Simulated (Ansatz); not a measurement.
**Relaxing a structure of AlNi**

The start is a generated cell, AlNi placed in the AFLOW prototype AB_oC8_63_c_c (B33, as in CrB). Cell shape, volume and atoms are optimised at zero target pressure with PBEsol (plane waves to 420 eV, PAW, scalar-relativistic; Ansatz, an electronic-structure program). The first steps use a coarse 10×10×10 k-mesh.

The start:
```yaml
crystal:
  lattice:
    - [1.68411, -4.45033, 0.00000]
    - [1.68411, 4.45033, 0.00000]
    - [0.00000, 0.00000, 3.31892]
  atoms:
    - { symbol: Ni, position: [0.56400, 0.43600, 0.25000] }
    - { symbol: Ni, position: [0.43600, 0.56400, 0.75000] }
    - { symbol: Al, position: [0.85475, 0.14525, 0.25000] }
    - { symbol: Al, position: [0.14525, 0.85475, 0.75000] }
```
Spin-polarised start, with parallel moments on Ni.

Task: What pressure does the first self-consistent step give?

Result: +17.6 GPa (positive: the cell is compressed).

Task: What is the largest force in the starting geometry, and on which atom (counted from 1)?

Result: 4.45 eV/Å, on Ni1, Ni2 (atoms numbered as listed).

Task: By how much does the energy per atom fall from start to end?

Result: 0.41 eV/atom.

Task: How does the volume change?

Result: -2.0 %, from 12.44 to 12.19 Å³/atom.

Task: How do the shortest distances between atoms change?

Result: The closest pairs of elements (up to four, under 3.6 Å), start → end: Ni–Ni 2.01 → 2.47 Å; Al–Ni 2.47 → 2.47 Å; Al–Al 3.01 → 2.65 Å.

Task: Is the relaxed structure metallic? Give its gap.

Result: Zero (metallic).

Task: What magnetic moments remain?

Result: Zero (the starting moments vanished).

Task: What does it relax into? Give the structure.

Result: 
```cif
data_Al4Ni4
_chemical_formula_sum 'Ni4 Al4'
_space_group_name_H-M_alt 'Cmcm'
_space_group_IT_number 63
_space_group_name_Hall '-C 2c 2'
_cell_length_a 2.65062
_cell_length_b 9.27626
_cell_length_c 3.96684
_cell_angle_alpha 90.000
_cell_angle_beta 90.000
_cell_angle_gamma 90.000
loop_
_space_group_symop_operation_xyz
  'x, y, z'
  '-x, -y, -z'
  '-x, -y, z+1/2'
  'x, y, -z+1/2'
  'x, -y, -z'
  '-x, y, z'
  '-x, y, -z+1/2'
  'x, -y, z+1/2'
  'x+1/2, y+1/2, z'
  '-x+1/2, -y+1/2, -z'
  '-x+1/2, -y+1/2, z+1/2'
  'x+1/2, y+1/2, -z+1/2'
  'x+1/2, -y+1/2, -z'
  '-x+1/2, y+1/2, z'
  '-x+1/2, y+1/2, -z+1/2'
  'x+1/2, -y+1/2, z+1/2'
loop_
_atom_site_label
_atom_site_type_symbol
_atom_site_symmetry_multiplicity
_atom_site_Wyckoff_symbol
_atom_site_fract_x
_atom_site_fract_y
_atom_site_fract_z
_atom_site_occupancy
Ni1 Ni 4 c 0.00000 0.42108 0.25000 1
Al1 Al 4 c 0.00000 0.15438 0.25000 1
```
(The calculation used a cell of 4 atoms; values per cell refer to that cell.)

The space group stays Cmcm (No. 63) (the run could not lower it), with 4 atoms in the primitive cell. Final values are on a 17×17×11 k-mesh of the relaxed cell. No spin polarisation in the result: the starting moments vanished. A magnetic state may lie lower.

The run could not lower the symmetry of its start; a shaken copy of this end point relaxes with PBEsol to Pm-3m (No. 221), 0.17 eV/atom lower.

The relaxed structure here is a generated cell of AlNi: the first start was made by placing the elements on the sites of a structure type, and the end was not matched to a known phase here, so it may be hypothetical. Known forms of AlNi include space group No. 221.
